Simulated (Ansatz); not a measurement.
PtS$_{2}$:
```yaml
crystal:
  lattice:
    - [3.55080, 0.00000, 0.00000]
    - [-1.77540, 3.07508, 0.00000]
    - [0.00000, 0.00000, 5.20270]
  atoms:
    - { symbol: Pt, position: [0.00000, 0.00000, 0.00000] }
    - { symbol: S, position: [0.33333, 0.66667, 0.23558] }
    - { symbol: S, position: [0.66667, 0.33333, 0.76442] }
```

Plane-wave PAW r²SCAN+D4 (Ansatz code) gives a gap of 0.87 eV without spin–orbit coupling, maximum off the standard path, at k = (-0.167, 0.167, -0.180), minimum off the standard path, at k = (0.000, 0.279, 0.305).

**Question.** What happens when spin–orbit coupling is switched on?

**Answer.** The gap goes up by 0.05 eV, to 0.92 eV; maximum off the standard path, at k = (0.000, 0.167, 0.177), minimum off the standard path, at k = (0.000, 0.280, 0.305).

**Question.** Give the electron effective mass with spin–orbit coupling.

**Answer.** 0.23, 0.37, 0.56 mₑ (principal values).

**Question.** Give the hole effective mass with spin–orbit coupling.

**Answer.** 0.36, 0.60, 1.7 mₑ (principal values).

**Question.** Give the Z2 indices of the occupied bands with spin–orbit coupling.

**Answer.** 0;(000).

Space group P-3m1 (CdI2 type). The r²SCAN+D4 relaxation kept the symmetry of its start; phonons on a q-mesh show no instability. The run is not spin-polarised.

Potentials: the later of the program's two PAW sets.
